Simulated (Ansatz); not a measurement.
# HfCo3B2: input and output of an SCF run

The cell (6 atoms) is HfCo3B2 as an experimental structure (space group P6/mmm). Source: COD entry 1511014; the sample's temperature and pressure aren't taken into account, and it need not be the stable phase.

The calculation used DFT, r2SCAN, PAW, plane waves, scalar-relativistic (Ansatz).

Input file:

```yaml
crystal:
  lattice:
    - [4.83999872, 0.0, 0.0]
    - [-2.41999936, 4.19156185, 0.0]
    - [0.0, 0.0, 3.036]
  atoms:
    - { symbol: B, position: [0.33333333, 0.66666667, 0.0] }
    - { symbol: B, position: [0.66666667, 0.33333333, 0.0] }
    - { symbol: Co, position: [0.5, 0.0, 0.5], spin: 3.0 }
    - { symbol: Co, position: [0.5, 0.5, 0.5], spin: 3.0 }
    - { symbol: Co, position: [0.0, 0.5, 0.5], spin: 3.0 }
    - { symbol: Hf, position: [0.0, 0.0, 0.0] }
magnetization:
  spin_polarized: true
hamiltonian:
  xc: r2scan
  pseudopotentials: { kind: paw }
basis:
  ecutwfc: 500
kpoints:
  mp_grid: { grid: [5, 5, 6] }
scf:
  occupations: { method: fermi_dirac, width: 0.05 }
  lower_state_search: "off"
output:
  forces: true
  stress: true
```

Program output, abridged:

```
Pseudopotentials: kind: paw
Pseudopotential: B, paw, valence charge 3, recommended cutoff 500 eV (meta_gga), B.paw.azcp
Pseudopotential: Co, paw, valence charge 17, recommended cutoff 500 eV (meta_gga), Co.paw.azcp
Pseudopotential: Hf, paw, valence charge 26, recommended cutoff 500 eV (meta_gga), Hf.paw.azcp
Functional definition: r2SCAN
Crystal: 6 atoms, lattice volume = 61.592 Å³
Basis set: ecut = 500 eV, 1553 PW (Γ), exchange–correlation on 144×144×96 points (64 copies of the dense FFT grid, shifted against one another)
Bands: 56, of which v1, the nominal top of the filled ones, is band 42 counted from 1 (41 counted from 0)
Symmetry: 24 space group operations
Space group: P6/mmm (ITA 191), of the structure as read, at distance tolerance 3.9e-5 Å
Magnetic group: BNS 191.233 (UNI 1463), of the structure as read, at distance tolerance 3.9e-5 Å
k-points: 20 of 150
Non-local potential: B, projectors of the file, l = 0: 2, l = 1: 2, l = 2: 1
Non-local potential: Co, projectors of the file, l = 0: 3, l = 1: 2, l = 2: 3, l = 3: 1
Non-local potential: Hf, projectors of the file, l = 0: 3, l = 1: 2, l = 2: 2, l = 3: 3
PAW frozen core: B, regenerated for the run's functional (the file was generated under x = pbe(κ = 0.804, μ = 0.2195149727645171), c = pbe(β = 0.06672455060314922))
PAW frozen core: Co, regenerated for the run's functional (the file was generated under x = pbe(κ = 0.804, μ = 0.2195149727645171), c = pbe(β = 0.06672455060314922))
PAW frozen core: Hf, regenerated for the run's functional (the file was generated under x = pbe(κ = 0.804, μ = 0.2195149727645171), c = pbe(β = 0.06672455060314922))
Initial density: superposition of atomic densities (chi_scale 0.1, normalization cell, long waves kept (reshape's long-wave potential 0.00 eV rms))
Starting moments: Σ|m| = 9 μB on 3 of 6 sites
Initial wavefunctions: pseudopotential atomic-orbital guess
Functional: x = r2scan, c = r2scan; τ floored in thin density (d = 2e-4 eV/Å³)
SCF iter   1: F=-31419.224227 eV  HF=-31444.038964 eV  |F-HF|=2.48e1  |Δ(HF+E_count)|=         —  Δρ=1.68e-1 (↑1.68e-1 ↓8.94e-2)  dr2=2.94e1  dr2_τ=2.26e-1  dr2_m=1.24e0  M=6.527 μB ∫|m|=7.276 μB  β_m=0.30  ethr=3.10e-3  ⟨swp⟩=5.8  Hψ=7664  notcnv=0  defer=3
preconditioner: auto → Kerker (q_TF=auto, 2.867 Å⁻¹)  [metal: Δε(μ)=0.033 eV  Ē_g=14.833 eV  σ=0.050 eV  W_gap=0.16  n_scr=26 (ndim 8)  ℏωp=35.7 eV  f_vac=0.000  D(μ)=3.29/eV (n_scr^D=32)]
spin=Collinear: Kerker preconditioning applied to the charge; magnetization (m = ρ↑ − ρ↓) channel mixes plain (no charge-response kernel on spin).
SCF iter   2: F=-31441.491839 eV  HF=-31441.130917 eV  |F-HF|=3.61e-1  |Δ(HF+E_count)|=    2.91e0  Δρ=1.13e-1 (↑8.25e-2 ↓1.13e-1)  dr2=7.66e-1  dr2_τ=1.98e-1  dr2_m=5.17e0  M=4.838 μB ∫|m|=5.871 μB  β_m=0.30  ethr=3.10e-3  ⟨swp⟩=3.0  Hψ=5115  notcnv=0  defer=212  κ⁻¹=1.0e0(r=1)
SCF iter   3: F=-31442.295593 eV  HF=-31441.559748 eV  |F-HF|=7.36e-1  |Δ(HF+E_count)|=   4.29e-1  Δρ=8.05e-2 (↑7.53e-2 ↓8.05e-2)  dr2=2.90e-1  dr2_τ=1.20e-1  dr2_m=3.32e0  M=4.600 μB ∫|m|=5.656 μB  β_m=0.77  ethr=9.23e-4  ⟨swp⟩=2.9  Hψ=3904  notcnv=0  defer=215
Mixer restart at iter 3: flushing history
spin-set hold released at iteration 3 (the charge has settled, or the pull on large starting moments outlasts its swing): the magnetisation degrees of freedom join the quasi-Newton model from the next iteration; the mixer history was flushed
SCF iter   4: F=-31442.550590 eV  HF=-31442.117852 eV  |F-HF|=4.33e-1  |Δ(HF+E_count)|=   5.58e-1  Δρ=5.48e-2 (↑3.45e-2 ↓5.48e-2)  dr2=5.11e-1  dr2_τ=2.91e-2  dr2_m=1.04e0  M=3.739 μB ∫|m|=5.109 μB  β_m=1.20  ethr=3.50e-4  ⟨swp⟩=2.8  Hψ=3937  notcnv=0  defer=215  κ⁻¹=1.0e0(r=1)
SCF iter   5: F=-31442.967453 eV  HF=-31442.384185 eV  |F-HF|=5.83e-1  |Δ(HF+E_count)|=   2.66e-1  Δρ=1.21e-2 (↑1.01e-2 ↓1.21e-2)  dr2=2.78e-1  dr2_τ=3.73e-3  dr2_m=1.76e-2  M=3.021 μB ∫|m|=4.521 μB  β_m=1.20  ethr=3.50e-4  ⟨swp⟩=3.0  Hψ=4167  notcnv=0  defer=217  κ⁻¹=1.5e-1(r=2)
SCF iter   6: F=-31443.002666 eV  HF=-31442.855022 eV  |F-HF|=1.48e-1  |Δ(HF+E_count)|=   4.71e-1  Δρ=2.17e-2 (↑9.00e-3 ↓2.17e-2)  dr2=3.59e-1  dr2_τ=1.07e-3  dr2_m=9.39e-2  M=2.738 μB ∫|m|=4.088 μB  β_m=1.20  ethr=3.35e-4  ⟨swp⟩=2.2  Hψ=3311  notcnv=0  defer=209  κ⁻¹=1.1e-2(r=3)
[... 26 iterations left out ...]
SCF iter  33: F=-31443.757249 eV  HF=-31443.757233 eV  |F-HF|=1.58e-5  |Δ(HF+E_count)|=   3.99e-5  Δρ=8.59e-5 (↑8.59e-5 ↓8.24e-5)  dr2=9.33e-7  dr2_τ=1.71e-7  dr2_m=3.36e-6  M=-0.004 μB ∫|m|=0.014 μB  β_m=0.30  ethr=1.14e-8  ⟨swp⟩=2.0  Hψ=3572  notcnv=0  defer=189  κ⁻¹=4.3e-6(r=8)
SCF iter  34: F=-31443.757257 eV  HF=-31443.757252 eV  |F-HF|=5.65e-6  |Δ(HF+E_count)|=   1.87e-5  Δρ=5.56e-5 (↑5.30e-5 ↓5.56e-5)  dr2=3.76e-7  dr2_τ=6.02e-8  dr2_m=1.34e-6  M=-0.002 μB ∫|m|=0.007 μB  β_m=0.52  ethr=1.12e-9  ⟨swp⟩=3.0  Hψ=4124  notcnv=0  defer=189  κ⁻¹=3.0e-6(r=8)
SCF iter  35: F=-31443.757260 eV  HF=-31443.757259 eV  |F-HF|=1.50e-6  |Δ(HF+E_count)|=   6.84e-6  Δρ=3.69e-5 (↑3.69e-5 ↓3.08e-5)  dr2=2.48e-7  dr2_τ=1.88e-8  dr2_m=4.51e-7  M=0.000 μB ∫|m|=0.002 μB  β_m=1.20  ethr=4.53e-10  ⟨swp⟩=3.0  Hψ=4280  notcnv=0  defer=189  κ⁻¹=4.5e-6(r=8)
SCF iter  36: F=-31443.757261 eV  HF=-31443.757260 eV  |F-HF|=4.98e-7  |Δ(HF+E_count)|=   1.58e-6  Δρ=2.03e-5 (↑2.03e-5 ↓1.14e-5)  dr2=1.34e-7  dr2_τ=6.10e-9  dr2_m=6.83e-8  M=-0.001 μB ∫|m|=0.003 μB  β_m=1.20  ethr=2.99e-10  ⟨swp⟩=2.9  Hψ=4004  notcnv=0  defer=189  κ⁻¹=2.5e-6(r=8)
SCF iter  37: F=-31443.757261 eV  HF=-31443.757261 eV  |F-HF|=3.40e-7  |Δ(HF+E_count)|=   3.86e-7  Δρ=1.01e-5 (↑1.01e-5 ↓1.00e-5)  dr2=1.37e-8  dr2_τ=1.73e-9  dr2_m=4.32e-8  M=-0.001 μB ∫|m|=0.002 μB  β_m=1.11  ethr=1.20e-10  ⟨swp⟩=4.2  Hψ=7378  notcnv=0  κ⁻¹=2.5e-7(r=8)
SCF iter  38: F=-31443.757261 eV  HF=-31443.757261 eV  |F-HF|=1.43e-7  |Δ(HF+E_count)|=   3.21e-7  Δρ=6.84e-6 (↑4.88e-6 ↓6.84e-6)  dr2=6.66e-9  dr2_τ=4.44e-10  dr2_m=1.49e-8  M=-0.001 μB ∫|m|=0.001 μB  β_m=1.12  ethr=1.65e-11  ⟨swp⟩=4.0  Hψ=7188  notcnv=0  κ⁻¹=2.4e-6(r=8)
SCF iter  39: F=-31443.757261 eV  HF=-31443.757261 eV  |F-HF|=4.94e-8  |Δ(HF+E_count)|=   1.55e-7  Δρ=4.92e-6 (↑2.71e-6 ↓4.92e-6)  dr2=4.57e-9  dr2_τ=1.66e-10  dr2_m=6.09e-9  M=-0.000 μB ∫|m|=0.001 μB  β_m=1.20  ethr=8.03e-12  ⟨swp⟩=4.0  Hψ=6874  notcnv=0  κ⁻¹=6.3e-6(r=8)
iter 40 did not close the SCF: its close was put off for a magnetic moment that had not settled (scf_convergence_deferred on its scf_iter line)
SCF iter  40: F=-31443.757261 eV  HF=-31443.757261 eV  |F-HF|=1.23e-8  |Δ(HF+E_count)|=   6.74e-8  Δρ=2.24e-6 (↑1.86e-6 ↓2.24e-6)  dr2=1.22e-9  dr2_τ=6.39e-11  dr2_m=1.50e-9  M=-0.000 μB ∫|m|=0.000 μB  β_m=1.20  ethr=5.51e-12  ⟨swp⟩=4.0  Hψ=6100  notcnv=0  κ⁻¹=1.6e-5(r=8)
iter 41 did not close the SCF: its close was put off for a magnetic moment that had not settled (scf_convergence_deferred on its scf_iter line)
SCF iter  41: F=-31443.757261 eV  HF=-31443.757261 eV  |F-HF|=3.98e-9  |Δ(HF+E_count)|=   1.55e-8  Δρ=8.95e-7 (↑7.90e-7 ↓8.95e-7)  dr2=4.64e-10  dr2_τ=1.02e-11  dr2_m=1.78e-10  M=-0.000 μB ∫|m|=0.000 μB  β_m=0.93  ethr=1.48e-12  ⟨swp⟩=1.4  Hψ=6362  notcnv=0  κ⁻¹=2.8e-5(r=8)
SCF iter  42: F=-31443.757261 eV  HF=-31443.757261 eV  |F-HF|=1.19e-9  |Δ(HF+E_count)|=   5.07e-9  Δρ=4.63e-7 (↑3.70e-7 ↓4.63e-7)  dr2=1.66e-10  dr2_τ=5.47e-12  dr2_m=2.66e-11  M=-0.000 μB ∫|m|=0.000 μB  ethr=1.00e-12  ⟨swp⟩=1.1  Hψ=6086  notcnv=0
WARN: the starting moments were not kept: the SCF closed with an absolute magnetisation of 4.7e-5 μB, where they sum to 9 μB in size (3 sites). That is at most 0.1 of that sum. Measured as dr2_m measures the in/out step, that magnetisation stands 1.1e-9 eV from none, at or under the dr2_threshold of 1.0e-7 eV: it is no larger than a step whose dr2_m would equal this threshold. The system may hold no moment; this SCF shows only that its start led to no more than that. [...]
SCF 1 converged in 42 iterations: F = -31443.757261 eV  dr2 = 1.66e-10
  greatest PAW one-centre occupation: 1.002 electrons in one spin orbital (limit 2), on the Co atom at site 4 (counted from 0), in its partial waves of l = 0
this state was not tested for a lower state beside it, because the mixer in use, unlike msr1, does not test its closes by its own steps (another_mixer; see scf.mixing.algorithm and scf.lower_state_search)
SCF converged after 42 iterations
Magnetization: -0.0000 μB (41.5000 up, 41.5000 down)
Absolute magnetization: 0.0001 μB (∫|ρ↑−ρ↓|, with the PAW one-centre terms)
Spin contamination: 0.0000 ħ² per cell (⟨S²⟩ above its minimum at these occupations)
Per-site moments (μB) at R_I (Å): [(-3.7407e-7, 0.8510), (-3.7407e-7, 0.8510), (-9.7878e-6, 0.8510), (-9.7878e-6, 0.8510), (-9.7878e-6, 0.8510), (5.6651e-7, 1.1526)]
Free energy (F): -31443.757261 eV
Harris-Foulkes:  -31443.757261 eV  (|F-HF|=1.19e-9)
Internal energy: -31443.740905 eV  (E = F + TS)
E sigma→0 (E₀):  -31443.749083 eV
Entropy (-TS):   -0.016356 eV (-2.726 meV/atom)
Fermi energy:    19.564267 eV
--- Per-component energies (eV) ---
  E_band       = -674.019531
  E_kinetic    = 1892.153532
  E_local      = -13894.688518  (includes V_loc(G=0)·N_el)
  E_nonlocal   = 135.680496
  E_hartree    = 6152.762502
  E_xc         = -823.789877
  E_vxc        = -1073.506918  (∫ρ·V_xc dr)
  E_paw        = -11680.122309  (= ΣΔE_a)
  E_vpaw       = -102.540609  (= ΣTr[D̂ρ^β])
  E_aug_tail   = 0.000111  (compensation charges beyond the density's cutoff)
  E_vtau       = 63.357385  (kinetic-family band-sum trace: ∫τ·v_τ [+ j·A + Jᵃ·Aᵃ] dr)
  E_ewald      = -13225.135860
  E_core_change = -0.600981  (= ΣΔE_core)
  E_smearing   = -0.016356  (= −TS)
  E_closure    = -0.000000  (closes the sum)
  Σ components = -31443.757261   (vs F -31443.757261, Δ=0.00e0)
--- Forces (eV/Å), atoms counted from 1 ---
  atom   1  B      0.00000000     0.00000000     0.00000000
  atom   2  B      0.00000000    -0.00000000     0.00000000
  atom   3  Co     0.00000000     0.00000000     0.00000000
  atom   4  Co    -0.00000000    -0.00000000     0.00000000
  atom   5  Co    -0.00000000     0.00000000     0.00000000
  atom   6  Hf     0.00000000     0.00000000     0.00000000
  max |Σ_I F_I| component: 1.85e-17 eV/Å
--- Stress (GPa, compression-positive) ---
       -6.741565      -0.000000       0.000000
        0.000000      -6.741565       0.000000
        0.000000       0.000000      -4.982812
  P = ⅓ Tr σ = -6.1553 GPa (-61.553 kbar)
```

The program warns that the starting moments weren't kept.

The run took 96 s on 2 threads of Intel(R) Xeon(R) 6975P-C, with other jobs on the host, peak memory 0.7 GiB.
